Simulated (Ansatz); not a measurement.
Sn3O4:
Space group Pbam (No. 55); a = 7.694 Å, b = 9.304 Å, c = 3.234 Å, α = β = γ = 90.00°

```csv
atom,site,symmetry,x,y,z
Sn,4h,..m,0.3946,0.3165,0.5000
Sn,2c,..2/m,0.0000,0.5000,0.0000
O,4g,..m,0.3321,0.1727,0.0000
O,4h,..m,0.1222,0.3962,0.5000
```

Relaxed at zero pressure with r²SCAN in the plane-wave PAW code Ansatz.

Task: The volume is lowered by 9 % and shape and atoms relax at that volume. What pressure results, and how do the axes share the change?

Result: 3.6 GPa; a -9.1 %, b 1.0 %, c -0.8 %; the energy rises by 13 meV/atom.

Task: Give the new structure.

Result: 
Space group Pbam (No. 55); a = 6.9910 Å, b = 9.3931 Å, c = 3.2083 Å, α = β = γ = 90.00°

```csv
atom,site,symmetry,x,y,z
Sn,4h,..m,0.4436,0.3202,0.5000
Sn,2c,..2/m,0.0000,0.5000,0.0000
O,4g,..m,0.3462,0.1862,0.0000
O,4h,..m,0.1483,0.4093,0.5000
```

The phase is kept; no other phase was compared at this pressure.

The start of the workflow was typed in or built on a structure type; neither database checked (COD, Materials Project) lists it. Whether it is the stable phase at ambient conditions was not checked. Symmetry was held in the r²SCAN relaxation; whether a distortion lowers the energy is not shown. The volume moved by 33 % from the start of the relaxation. Spin–orbit coupling is left out wherever it is not named.

Potentials: the earlier of the program's two PAW sets.
